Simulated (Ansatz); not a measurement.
Elastic constants of ZrOs (Pm-3m), step by step

```
CELL_PARAMETERS angstrom
3.22611 0.00000 0.00000
0.00000 3.22611 0.00000
0.00000 0.00000 3.22611
ATOMIC_POSITIONS crystal
Zr 0.50000 0.50000 0.50000
Os 0.00000 0.00000 0.00000
```

Unless marked otherwise, the numbers come from LDA, all-electron LAPW in Ansatz 0.2.0, scalar-relativistic. k mesh 14×14×14, strains of ±0.005, Fermi-Dirac smearing of 0.100 eV, basis error target 0.5 meV/atom. The cell was relaxed by PAW under this functional.

The cell is cubic and carries a residual pressure of 0.02 GPa at this level. Each strain component that symmetry leaves independent is applied at ±0.005, the ions relax wherever a strain frees them, and the stress (tension positive, GPa) is read. Shears are engineering strains, γ = 2ε.

```
strain    size      σxx      σyy      σzz      σyz     σxz     σxy
    xx  -0.005  -2.0949  -0.7798  -0.7798   0.0000  0.0000  0.0000
    xx  +0.005   1.9972   0.7170   0.7170   0.0000  0.0000  0.0000
    yz  -0.005  -0.0278  -0.0252  -0.0252  -0.4810  0.0000  0.0000
    yz  +0.005  -0.0278  -0.0252  -0.0252   0.4810  0.0000  0.0000
```

A central difference gives one constant, for example C11 ≈ (1.9972 − (-2.0949))/(0.01) = 409.2 GPa; the program then imposes the crystal's symmetry on the whole matrix.

Question: What are the independent elastic constants?

Answer: C11 = 409.2, C12 = 149.7, C44 = 96.2 GPa.

Question: Do they meet the Born conditions?

Answer: C11 − C12 = 259.5, C11 + 2C12 = 708.6 and C44 = 96.2 GPa must all be positive, so the crystal is elastically stable; that says nothing yet of its phonons.

Question: What moduli does a random aggregate of grains have?

Answer: B = (C11 + 2C12)/3 = 236.2 GPa. G_V = (C11 − C12 + 3C44)/5 = 109.6 and G_R = 5(C11 − C12)C44/(4C44 + 3(C11 − C12)) = 107.3, so G_H = 108.5 GPa. Then E = 9BG/(3B + G) = 282.2 GPa, ν = (3B − 2G)/(6B + 2G) = 0.301 and B/G = 2.18, on the ductile side of Pugh's 1.75 (a rule of thumb).

Question: With the density of 13.919 g/cm³, how fast does sound travel, and what Debye temperature follows?

Answer: 

```tsv
direction	slow (m/s)	middle (m/s)	fast (m/s)
[100]	2629	2629	5422
[110]	2629	3053	5195
[111]	2919	2919	5117
```

The mean of v⁻³ over directions and branches gives v_m = 3113 m/s and θ_D = (ħ/k_B) v_m (6π²n)^(1/3) = 362 K, n being atoms per volume. Young's modulus spans 254 to 329 GPa over directions, and the universal anisotropy index is 0.11.

Question: How far do the constants move if PAW replaces LAPW in the same cell?

Answer: 

| constant | LAPW (GPa) | PAW (GPa) | difference |
| --- | --- | --- | --- |
| C11 | 409.2 | 409.4 | 0.2 |
| C12 | 149.7 | 149.7 | 0.0 |
| C44 | 96.2 | 96.1 | -0.1 |

Question: How do the constants change if the ions are clamped to the homogeneous strain?

Answer: None moves by more than 0.3 GPa: by symmetry a homogeneous strain puts no force on these sites.

Known limits: responses of metals move with mesh and smearing; no spin-orbit coupling on heavy atoms; the frozen-core PAW files of the compared runs were fitted under PBE, their cores solved anew for this functional.
